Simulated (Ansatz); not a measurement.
## All-electron card of ZrHg

```yaml
crystal:
  lattice:
    - [3.14700, 0.00000, 0.00000]
    - [0.00000, 3.14700, 0.00000]
    - [0.00000, 0.00000, 4.17000]
  atoms:
    - { symbol: Zr, position: [0.50000, 0.50000, 0.50000] }
    - { symbol: Hg, position: [0.00000, 0.00000, 0.00000] }
```

Atoms are numbered in the order listed.

The cell is COD entry 1522699, as deposited and not checked against the literature; nothing was relaxed.

Spin–orbit coupling is left out, though it moves levels of the heavy atoms by tenths of an eV or more.

Methods: DFT, PBEsol, all-electron LAPW, scalar-relativistic (Ansatz 0.2.0); DFT, PBEsol, PAW with Ansatz's default frozen-core files, scalar-relativistic (Ansatz 0.2.0).

For LAPW: a Γ-centred 13×13×10 k mesh, Fermi–Dirac smearing of 0.03 eV, basis error target 0.5 meV/atom, no spin polarisation. PAW takes a cutoff of 420 eV at this cell (files made with PBE, cores remade for this functional). The Ansatz runs share mesh, smearing and spin set-up. Values come from LAPW unless marked.

```yaml
Löwdin_charges_with_0.52_e_of_the_cell_spilling_out_of_the_atomic_basis_so_their_sizes_and_signs_hang_on_that_basis: Zr1 -0.41, Hg2 0.93 e
Volume_per_atom: 20.65 Å³
```

(1) Predict this quantity. Density of states at the Fermi level (0.2 eV bin).

(2) Bader charges (from the PAW run): what does the calculation give?

(3) Pressure at this cell: what does the calculation give?

(4) Give the computed value. Stress xx, yy, zz (compression positive).

(5) Band gap: what does the calculation give?

Results:

(1) 2.18 states/eV per cell.

(2) Zr1 +1.11, Hg2 -1.11 e.

(3) -0.63 GPa.

(4) -1.11, -1.11, 0.34 GPa.

(5) none: bands cross the Fermi level, a metal.
